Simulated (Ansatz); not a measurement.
## Stability checks on a candidate for Al5GaAs6

The structure comes from a generated guess, relaxed at this level; another structure or a mixture of phases may lie lower.

Level of theory: DFT PBE, scalar-relativistic, plane waves, PAW (Ansatz 0.2.0). Cutoff 420 eV, Γ-centred 6×6×4 mesh (12-atom cell), Gaussian smearing of 0.02 eV, no spin polarisation.

```yaml
crystal:
  lattice:
    - [7.00282, 0.00000, 0.00000]
    - [-3.50141, 6.06462, 0.00000]
    - [0.00000, 0.00000, 6.64815]
  atoms:
    - { symbol: Al, position: [0.33363, 0.33363, 0.99941] }
    - { symbol: Al, position: [0.00000, 0.66637, 0.99941] }
    - { symbol: Al, position: [0.66637, 0.00000, 0.99941] }
    - { symbol: Al, position: [0.66667, 0.33333, 0.49995] }
    - { symbol: Al, position: [0.33333, 0.66667, 0.49995] }
    - { symbol: Ga, position: [0.00000, 0.00000, 0.50057] }
    - { symbol: As, position: [0.33414, 0.33414, 0.37378] }
    - { symbol: As, position: [0.00000, 0.66586, 0.37378] }
    - { symbol: As, position: [0.66586, 0.00000, 0.37378] }
    - { symbol: As, position: [0.66667, 0.33333, 0.87400] }
    - { symbol: As, position: [0.33333, 0.66667, 0.87400] }
    - { symbol: As, position: [0.00000, 0.00000, 0.87598] }
```

Energies over the elements count from the elements' standard structures at the same level, with no fitted energy shifts.

Task: These tests were run: energy against the elements; random kick, then relaxation without symmetry; phonons at Γ; elastic tensor. What do they show?

Result:

| test | result |
| --- | --- |
| energy against the elements | −0.457 eV/atom |
| random kick, then relaxation without symmetry | returns |
| phonons at Γ | lowest optical mode 68 cm⁻¹ |
| elastic tensor | least eigenvalue 32 GPa |

It fails none of these tests. Other phases of the system weren't compared here, so this isn't yet thermodynamic stability. Phonons away from Γ weren't computed.

The reference form of As is held partly by dispersion forces, which this level lacks. The kick test ran on a coarse mesh. The run for the phonons used a 6×6×4 k mesh. The run for the elastic tensor used a 6×6×4 k mesh.
